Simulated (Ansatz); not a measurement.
TiN (rock salt, Fm-3m) under volume change, PBEsol (plane waves, PAW; program Ansatz), scaled uniformly.

```csv
V (Å³/atom),E − E(relaxed) (meV/atom),P (GPa)
8.450,83.2,34.63
8.728,34.9,21.21
9.007,[?],[?]
9.285,0.0,0.00
9.564,7.4,-8.34
9.842,28.3,-15.46
10.121,[?],[?]
```

**Question.** Fill in the missing entries.

**Answer.** 
- 10.121, E − E(relaxed) (meV/atom): 60.6
- 10.121, P (GPa): -21.55
- 9.007, E − E(relaxed) (meV/atom): 8.3
- 9.007, P (GPa): 9.77

**Question.** What does a third-order Birch–Murnaghan fit give for V₀, B₀ and B′?

**Answer.** V₀ = 9.29 Å³/atom, B₀ = 300 GPa, B′ = 4.3.

The cell was relaxed with PBEsol under the symmetry of its start. No spin polarisation was allowed.

Potentials: the earlier of the program's two PAW sets. The files were generated under PBE; for other functionals the program regenerates the frozen cores, and for LDA and PBEsol the local potential too.
